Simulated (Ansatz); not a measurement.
Ti₃InN (anti-perovskite, space group No. 221) under volume change, the program Ansatz at the PBEsol level (PAW), scaled uniformly.

```csv
V (Å³/atom),E − E(relaxed) (meV/atom),P (GPa)
13.001,71.4,19.30
13.430,30.0,11.83
13.858,7.1,5.45
14.287,0.0,0.01
14.715,6.4,-4.65
15.144,24.3,-8.63
15.573,52.0,-12.02
```

Question: What does a third-order Birch–Murnaghan fit give for V₀, B₀ and B′?

Answer: V₀ = 14.29 Å³/atom, B₀ = 167 GPa, B′ = 4.2.

Space group Pm-3m (anti-perovskite). The workflow started from a Materials Project entry (that database holds measured and hypothetical structures alike); the Crystallography Open Database copy checked does not list it. Whether it is the stable phase at ambient conditions was not checked. The PBEsol relaxation kept the symmetry of its start; of distortions, only those at the zone centre were tested. No spin polarisation was allowed.

Potentials: the later of the program's two PAW sets.
